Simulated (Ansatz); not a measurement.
Stackings of close-packed layers of Y (one atom a layer), each relaxed to a stress under 0.05 GPa; h and k mark layers whose two neighbours have the same or different letters; energies count from the stacking AB (P6_3/mmc).

Method: Ansatz, DFT PBEsol, scalar-relativistic, plane waves, PAW.

Cutoff 420 eV, Gaussian smearing of 0.10 eV, energies at zero smearing, symmetry of each start kept, no spin polarisation.

```
                start atoms k mesh excess energy (meV/atom) excess energy on a denser mesh (meV/atom) spacing of like layers (Å) a (Å) denser mesh
            ABC (kkk)      3  15×15×6                      18.9                                       18.0                       2.871  3.519     24×24×12
          ABAC (khkh)      4  15×15×4                         -                                        1.4                       2.846  3.538      24×24×8
      ABCACB (hkkhkk)      6  15×15×3                       7.4                                        6.4                       2.852  3.535      24×24×6
ABABCBCAC (khhkhhkhh)      9  15×15×2                         -                                       -2.5                       2.829  3.554      24×24×4
    ABCBACB (hkhkkkk)      7  15×15×3                       8.7                                        7.9                       2.855  3.530      24×24×6
  ABACACAB (hhkhhhkh)      8  15×15×2                         -                                        0.1                       2.821  3.564      24×24×4
```

Zero in every row: gap on the mesh (eV).

Small energy differences in metals hang on the k mesh (about 10 mJ/m² or 1 to 2 meV/atom on the mesh of the relaxation).

Cost: 6 runs of about 12 core-minutes in all, on Arm Neoverse V2 (shared hosts).